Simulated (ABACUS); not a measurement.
A self-consistent single point of C (C2/m, 2 atoms in the cell; from Materials Project mp-169, changed as shown).

```xyz
2
Lattice="2.0562 -1.1872 0.0000 2.0562 1.1872 0.0000 -1.3330 0.0000 3.3857" Properties=species:S:1:pos:R:3 pbc="T T T"
C      3.4270     0.0000     0.0003
C     -0.6476     0.0000     3.3854
```

Level of theory: LDA (PW92), numerical atomic orbitals SZP (confined pseudo-atomic orbitals with Gaussian additions; energy shift 0.003 Ry), PseudoDojo 0.4 standard norm-conserving LDA (tails mended) pseudopotentials (ABACUS).

ABACUS settings:

basis: SZP numerical atomic orbitals, energy shift 0.003 Ry
KPT: Gamma 14 14 8 0 0 0
basis_type: lcao
dft_functional: PWLDA
ecutwfc: 100 Ry
smearing_method: fd
smearing_sigma: 0.00734986 Ry
potentials: PseudoDojo 0.4 standard norm-conserving LDA (tails mended)
symmetry: 1
symmetry_prec: 1e-05
ks_solver: genelpa
scf_nmax: 100
scf_thr: 1.0e-07
mixing_type: broyden

Results:

- Number of valence electrons: 8
- Number of bands: 14
- Number of k-points after the program's reduction: 429
- Size of the basis: 18
- Number of SCF iterations: 7
- Free energy E − TS: -325.6601 eV
- Pressure: 46.20 GPa

Stress (GPa, positive for compression):
```
 76.02    0.00   -0.05
  0.00   76.00    0.00
 -0.05    0.00  -13.42
```

For comparison: a first run was changed to give this one (lattice scaled by 0.98), and from it to this one the free energy rises by 112 meV/atom and the pressure goes from 24.06 to 46.20 GPa.

The atom-centred basis is finite, which shifts total energies and pressures against plane waves. A single-zeta basis is rough, for pressures and forces above all. The structure comes from a collection of computed structures, made at another level of theory; the collection holds predicted forms beside known ones. Its lattice was then scaled. At this pressure the cell is far from its equilibrium volume at this level.

The atomic orbitals were generated for these runs; they are not ABACUS's published sets and were checked against plane waves on a few crystals only.

“Tails mended”: in these copies of the files the far tail of each local potential was reset to the Coulomb form.
